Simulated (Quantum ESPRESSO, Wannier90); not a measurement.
## Wannier functions of TaS₂ (P6₃/mmc, 2Hc stacking as in molybdenite, isolated units)

```
begin unit_cell_cart
ang
    3.3389502070    0.0000000000    0.0000000000
   -1.6694751035    2.8916157012    0.0000000000
    0.0000000000    0.0000000000   17.5854700000
end unit_cell_cart
begin atoms_frac
Ta  -0.3333333333  0.3333333333  0.2500000000
Ta   0.3333333333 -0.3333333333 -0.2500000000
S    0.0000000000  0.0000000000  0.3381100000
S    0.0000000000  0.0000000000 -0.3381100000
S    0.0000000000  0.0000000000 -0.1618900000
S    0.0000000000  0.0000000000  0.1618900000
end atoms_frac
```

Materials Project entry mp-1072086; symmetrised, unrelaxed at this level. Level: PBEsol, no spin polarisation, no spin-orbit coupling; pw.x of Quantum ESPRESSO at 47 Ry with PseudoDojo potentials, 6×6×4 k-points, Wannier90. Density: 12×12×2 mesh, cold smearing 0.01 Ry. The cell is built of weakly bound layers, chains or molecules, whose nearest atoms lie 5.69 Å apart, far more than in van der Waals crystals (3.2 to 4.2 Å): it describes nearly isolated units, such as a monolayer, not the bulk crystal. Spin-orbit coupling is left out although heavy elements are present.

Bands 9-12 form an isolated set from -14.00 to -11.79 eV relative to the Fermi level (on the path) and are turned into 4 Wannier functions by minimising the spread from the start: atomic waves S 3s.

Centres (Cartesian, Å; one of the equivalent choices) and spreads:

```tsv
n	x	y	z	spread (Å²)	nearest atom
1	0.000	0.000	5.735	1.238	S3
2	0.000	0.000	-5.735	1.238	S4
3	0.000	0.000	-3.058	1.238	S5
4	0.000	0.000	3.058	1.238	S6
```

Ω_I = 4.94 Å², Ω_total = 4.95 Å²; the interpolated bands follow pw.x to 0.3 meV rms on the path. Only this start was tried; a symmetric start can stop on a saddle, and mixtures of these functions could lower the total by at most Ω_total − Ω_I.
